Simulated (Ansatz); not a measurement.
SrO (rock salt): values from a third-order Birch-Murnaghan fit to a volume scan beside measured ones. Computed values: r2SCAN (plane waves to 500 eV, PAW, scalar-relativistic; Ansatz, a program for electronic structure). SrO was relaxed with its symmetry unable to fall.

| quantity | reference | kind | r2SCAN | difference |
|---|---|---|---|---|
| Lattice constant a (Å) | 5.16 | measured, room temperature or unstated | 5.160 | +0.0 % |
| Bulk modulus B₀ (GPa) | 91 | measured, room temperature or unstated | 93.6 | +2.9 % |
| Pressure derivative B₀′ | 4.3 | measured, room temperature or unstated | 4.5 | +3.8 % |

References as given in: Juan A. Santana, Jaron T. Krogel, Paul R. C. Kent et al., The Journal of Chemical Physics (2016), arXiv:1608.06321. Values not taken to low temperature hold thermal and zero-point shifts that a static calculation lacks, so small differences there are no errors of the method.

(Under strain, the slope of the energy per volume gives the stress and its curvature an elastic modulus.)
